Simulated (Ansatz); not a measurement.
Data sheet: Ru (DFT)

Ru:
```
CELL_PARAMETERS angstrom
      2.69104     0.00000     0.00000
     -1.34552     2.33050     0.00000
      0.00000     0.00000     8.63930
ATOMIC_POSITIONS crystal
  Ru 0.00000 0.00000 0.00000
  Ru 0.66667 0.33333 0.25000
  Ru 0.00000 0.00000 0.50000
  Ru 0.33333 0.66667 0.75000
```

Space group P6_3/mmc (No. 194), dhcp (α-La type); conventional cell a = b = 2.6910 Å, c = 8.6393 Å, α = β = 90.00°, γ = 120.00°.

Method: the program Ansatz at the r²SCAN level (PAW). The cell and atoms are relaxed at this level. Other levels are named where they apply.

### Cell and energy

Volume per atom: 13.55 Å³
Density: 12.39 g/cm³

### Electronic structure

Electronic character: metallic (no gap)
Density of states at the Fermi level: 1.1 states/eV per atom (mean over ±0.08 eV)
Gap with spin–orbit coupling: none (metallic)

### Mechanics

* **Bulk modulus (Birch–Murnaghan fit)**: 333 GPa
* **Pressure derivative B′**: 4.8
* **Elastic constants (relaxed ions, GPa)**: C11 = 608, C12 = 198, C13 = 180, C33 = 667, C44 = 177
* **Mechanical stability**: stable (all eigenvalues of C positive)
* **Hill bulk and shear moduli**: 333 and 199 GPa
* **Young's modulus**: 498 GPa
* **Poisson's ratio**: 0.25
* **Debye temperature from the elastic constants**: 556 K

The start of the workflow was typed in or built on a structure type. Its sites differ from those of the usual phase in this space group: another stacking or structure type. The r²SCAN relaxation kept the symmetry of its start; whether a distortion lowers the energy is not shown. No spin polarisation was allowed. As this level gives no gap, shear constants depend on the k-mesh and smearing (Fermi–Dirac, 0.1 eV here). Axis ratios of metals converge slowly with the k-mesh, so a and c are less sure than the volume. On the denser mesh and wider smearing of the elastic run this cell carries a stress of 0.7 GPa. Scalar-relativistic: spin–orbit coupling is off unless named, which matters more the heavier the elements.

Potentials: the later of the program's two PAW sets.
